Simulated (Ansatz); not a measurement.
# C, lonsdaleite: geometry optimisation

Computed with DFT, PBE, plane waves (420 eV) with PAW, scalar-relativistic (Ansatz).

k-point mesh 8×8×4, Fermi-Dirac smearing 0.05 eV, no spin polarisation. Cell and atoms relax.

Starting structure:

```yaml
crystal:
  lattice:
    - [2.5199982604, 0.0, 0.0]
    - [-1.2599991302, 2.182382511, 0.0]
    - [0.0, 0.0, 4.12]
  atoms:
    - { symbol: C, position: [0.3333333333, 0.6666666667, 0.0625] }
    - { symbol: C, position: [0.6666666667, 0.3333333333, 0.5625] }
    - { symbol: C, position: [0.3333333333, 0.6666666667, 0.4375] }
    - { symbol: C, position: [0.6666666667, 0.3333333333, 0.9375] }
hamiltonian:
  xc: pbe
  pseudopotentials:
    kind: paw
    azcp:
      C: "pseudopotentials/C.paw.azcp"
basis:
  ecutwfc: 420
  fft_grid_basis: typed
kpoints:
  mp_grid: { grid: [8, 8, 4], shift: [0, 0, 0] }
magnetization:
  spin_polarized: false
scf:
  occupations: { method: fermi_dirac, width: 0.05 }
relax:
  max_steps: 60
  f_tol: 0.01
  cell: {}
```

Q: What cell does the relaxation end in?

A: P6_3/mmc with a = 2.512 Å, c = 4.180 Å (c/a = 1.664); 5.71 Å³ per atom against 5.66 at the start (0.8 %).

Q: How much energy does the relaxation gain?

A: 5.4 meV per atom.

Path of the relaxation (the plane waves are chosen anew near the end, which can shift the energy a little):

| step | E − E(final) (meV/atom) | V (Å³/atom) | P (GPa) | max force (eV/Å) |
| --- | --- | --- | --- | --- |
| 0 | 5.36 | 5.665 | 3.77 | 0.043 |
| 1 | 2.09 | 5.691 | 1.15 | 0.442 |
| 2 | 0.61 | 5.694 | 1.09 | 0.203 |
| 3 | 0.32 | 5.708 | 0.00 | 0.000 |
| 4 | -0.01 | 5.708 | 0.09 | 0.002 |
| 5 | 0.00 | 5.709 | 0.00 | 0.000 |
| 6 | 0.00 | 5.709 | 0.00 | 0.000 |
